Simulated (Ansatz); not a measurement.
YC:
```xyz
2
Lattice="0.0000 2.5162 2.5162 2.5162 0.0000 2.5162 2.5162 2.5162 0.0000" Properties=species:S:1:pos:R:3 pbc="T T T"
C      0.0000     0.0000     0.0000
Y      2.5162     2.5162     2.5162
```

Relaxed with PBEsol. Special points in fractions of this cell's reciprocal vectors: Γ (0.000, 0.000, 0.000); X (0.500, 0.000, 0.500); U (0.625, 0.250, 0.625); K (0.375, 0.375, 0.750); L (0.500, 0.500, 0.500); W (0.500, 0.250, 0.750).

Problem. List the band energies nearest the Fermi level at these points for PBEsol (plane waves, PAW; program Ansatz).

Solution. In eV from the Fermi level; about four levels below and three above (degenerate sets whole), none deeper than 8.9 eV; points with the same levels are listed once.

```json
[
 {"k": "Γ", "below": "–", "above": "1.62 1.62 1.62"},
 {"k": "X", "below": "-8.54 -0.65", "above": "0.57 0.97 0.97"},
 {"k": "U", "below": "-8.04 -1.26 -0.73 -0.08", "above": "3.09 6.93 7.08"},
 {"k": "L", "below": "-7.12 -3.26 -1.07 -1.07", "above": "6.62 6.62 6.63"},
 {"k": "W", "below": "-8.00 -1.01 -0.67 -0.67", "above": "4.72 4.72 7.92"}
]
```

Space group Fm-3m (rock salt). The start of the workflow was typed in or built on a structure type; the Crystallography Open Database copy checked does not list it. Whether it is the stable phase at ambient conditions was not checked. The PBEsol relaxation kept the symmetry of its start; its stability against distortions is not shown here. The run is not spin-polarised. Scalar-relativistic: spin–orbit coupling is off unless named, which matters more the heavier the elements.

Potentials: the later of the program's two PAW sets.
